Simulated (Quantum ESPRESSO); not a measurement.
**Quadrupole interaction in NaLi₇O₄ (changed cell)**

```yaml
crystal:
  lattice:
    - [4.78218, 0.00000, 0.00000]
    - [0.00000, 4.78218, 0.00000]
    - [0.00000, 0.00000, 4.78218]
  atoms:
    - { symbol: Na, position: [0.25000, 0.25000, 0.75000] }
    - { symbol: Li, position: [0.25000, 0.75000, 0.75000] }
    - { symbol: O, position: [0.98797, 0.98797, 0.01203] }
    - { symbol: Li, position: [0.25000, 0.75000, 0.25000] }
    - { symbol: Li, position: [0.25000, 0.25000, 0.25000] }
    - { symbol: O, position: [0.98797, 0.51203, 0.48797] }
    - { symbol: Li, position: [0.75000, 0.25000, 0.25000] }
    - { symbol: Li, position: [0.75000, 0.75000, 0.25000] }
    - { symbol: O, position: [0.51203, 0.98797, 0.48797] }
    - { symbol: Li, position: [0.75000, 0.75000, 0.75000] }
    - { symbol: Li, position: [0.75000, 0.25000, 0.75000] }
    - { symbol: O, position: [0.51203, 0.51203, 0.01203] }
```
The cell was made here from a computed Materials Project entry: one of 8 Li replaced by Na, cell and atoms relaxed (PBE without dispersion, pw.x of a modified build of Quantum ESPRESSO, symmetry kept). The parent is Li2O in Fm-3m. The swapped cell is a model, not a known phase. Stability against distortions was not tested.

Computed: field gradients by PBE PAW (JTH datasets; density from pw.x of Quantum ESPRESSO, gradients reconstructed from it by a script), 30 Ha, k-mesh 5×5×5 through Γ.

| site | site symmetry | Vzz (10²¹ V/m²) | η_Q | ∣C_Q∣ (MHz) |
|---|---|---|---|---|
| Na (atom 1) | -43m | 0 | – | 0 (²³Na) |
| Li1 (atoms 2, 5, 11) | -42m | under 0.2 | – | under 0.19 (⁷Li) |
| O (atoms 3, 6, 9, 12) | 3m | -1.97 | 0.00 | 1.22 (¹⁷O) |
| Li2 (atoms 4, 7, 10) | -42m | under 0.2 | – | under 0.19 (⁷Li) |
| Li3 (atom 8) | -43m | 0 | – | 0 (⁷Li) |

Quadrupole moments taken as inputs (sizes, barn, from the tables of PySCF and pymatgen): ²³Na 0.104, ⁷Li 0.0401, ¹⁷O 0.0256.

Principal values are ordered |Vxx| ≤ |Vyy| ≤ |Vzz|, η = (Vxx − Vyy)/Vzz, and C_Q = eQVzz/h is given by its size. Cores are frozen. Against all-electron runs on small test molecules, this scheme's |Vzz| missed by −2 to +6 % on O. The structure is static (0 K, no zero-point motion).
